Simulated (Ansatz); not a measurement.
The relaxed structure here is a generated cell of MoS2: the first start was made by a random draw of sites in a space group, and the end was not matched to a known phase here, so it may be hypothetical. Known forms of MoS2 include space group No. 160, 194.

The end point of a relaxation of MoS$_{2}$. Space group Fm-3m (No. 225), fluorite type. Computed with PBEsol (plane waves to 420 eV, PAW, scalar-relativistic; Ansatz, a first-principles code).

```cif
data_MoS2
_chemical_formula_sum 'Mo1 S2'
_space_group_name_H-M_alt 'P 1'
_space_group_IT_number 1
_cell_length_a 4.13850
_cell_length_b 4.13850
_cell_length_c 4.13850
_cell_angle_alpha 60.000
_cell_angle_beta 60.000
_cell_angle_gamma 60.000
loop_
_space_group_symop_operation_xyz
  'x, y, z'
loop_
_atom_site_label
_atom_site_type_symbol
_atom_site_fract_x
_atom_site_fract_y
_atom_site_fract_z
_atom_site_occupancy
Mo1 Mo 0.00000 0.00000 0.00000 1
S1 S 0.25000 0.25000 0.25000 1
S2 S 0.75000 0.75000 0.75000 1
```

Task: What is the computed magnetic moment (PBEsol)?

Result: Net 0.56 μB/atom, ferromagnetic.

Spin state reached: ferromagnetic (net 0.56 μB/atom); other spin orders were not run from this start.

The run could not lose the symmetry of its start: the end is stationary, and may be a saddle point rather than a minimum.
